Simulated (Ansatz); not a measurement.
The start is a generated cell, Zr placed in the simple-cubic structure type. A full variable-cell relaxation at zero pressure is run with PBE (plane waves to 420 eV, PAW, scalar-relativistic; Ansatz, an electronic-structure program). The first steps use a coarse 11×11×11 k-mesh.

Input geometry:
```yaml
crystal:
  lattice:
    - [2.96379, 0.00000, 0.00000]
    - [0.00000, 2.96379, 0.00000]
    - [0.00000, 0.00000, 2.96379]
  atoms:
    - { symbol: Zr, position: [0.00000, 0.00000, 0.00000] }
```

| Quantity | Value |
|---|---|
| Outcome | The space group stays Pm-3m (No. 221) (the run could not lower it); the end is simple cubic type, with 1 atom in the primitive cell |
| Shortest distances (start → end) | The closest pairs of elements (up to four, under 3.6 Å), start → end: Zr–Zr 2.96 → 2.91 Å |
| Band gap at the end | zero (metallic) |
| Optimiser moves | 5 |

It ends as:

```cif
data_Zr
_chemical_formula_sum 'Zr1'
_space_group_name_H-M_alt 'Pm-3m'
_space_group_IT_number 221
_space_group_name_Hall '-P 4 2 3'
_cell_length_a 2.91239
_cell_length_b 2.91239
_cell_length_c 2.91239
_cell_angle_alpha 90.000
_cell_angle_beta 90.000
_cell_angle_gamma 90.000
loop_
_atom_site_label
_atom_site_type_symbol
_atom_site_symmetry_multiplicity
_atom_site_Wyckoff_symbol
_atom_site_fract_x
_atom_site_fract_y
_atom_site_fract_z
_atom_site_occupancy
Zr1 Zr 1 a 0.00000 0.00000 0.00000 1
```

Final values are on a 16×16×16 k-mesh of the relaxed cell. No spin polarisation in the result.

The run could not lose the symmetry of its start: the end is stationary, and may be a saddle point rather than a minimum.

The relaxed structure here is a generated cell of Zr: the first start was made by placing the elements on the sites of a structure type, and the end was not matched to a known phase here, so it may be hypothetical. Known forms of Zr include space group No. 194.
